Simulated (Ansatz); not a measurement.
## RuAl: is the k mesh converged?

RuAl in the CsCl structure, in a typed cell, not relaxed.

```
Ru Al
1.0
     3.00000    0.00000    0.00000
     0.00000    3.00000    0.00000
     0.00000    0.00000    3.00000
Ru Al
1 1
Cartesian
  0.0000 0.0000 0.0000
  1.5000 1.5000 1.5000
```

Settings of the Ansatz calculation: PBE; Ansatz hand-made PAW at 900 eV; k mesh 6×6×6; Fermi–Dirac smearing of 0.1 eV; no spin. Harmonic phonons by finite displacements in cells commensurate with each q, frequencies in cm⁻¹, imaginary ones marked i; at Γ the three translations are left out and no LO–TO term is added.

Caveats: coarse k mesh.

At 13.50 Å³ an atom it gives top Γ mode (cm⁻¹) 308; lowest mode at q = [0.5, 0.5, 0.5] (cm⁻¹) 198; top mode at q = [0.5, 0.5, 0.5] (cm⁻¹) 332.

Question: Repeat on 8×8×8. Do the numbers hold?

Answer: 
```csv
k mesh,cutoff (eV),volume (Å³/atom),top Γ mode (cm⁻¹),"lowest mode at q = [0.5, 0.5, 0.5] (cm⁻¹)","top mode at q = [0.5, 0.5, 0.5] (cm⁻¹)"
8×8×8,900,13.50,309,160,325
```

Not yet: the lowest mode at q = [0.5, 0.5, 0.5] moves by about 38 cm⁻¹ between the meshes.
